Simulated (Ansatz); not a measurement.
Crystals of one structure type (bcc (W type)) and one family of elements, relaxed and computed with the program Ansatz at the r²SCAN level (PAW).

```csv
crystal,V (Å³/atom),K_Hill (GPa)
Na,37.67,7.7
K,76.39,3.5
Rb,94.93,?
Cs,123.11,1.8
```

Fit a straight line to ln K against ln V and predict the withheld value.

Least squares on the 3 shown rows: ln K = -1.22 × ln V + (6.490), with a scatter of 4 %. For Rb this gives 2.5. The run itself gave 2.6, within the scatter.

All cells were relaxed under the symmetry of their starts (and spin orders); stability against distortions was not tested throughout. Spin–orbit coupling is left out wherever it is not named.

Potentials: the later of the program's two PAW sets.
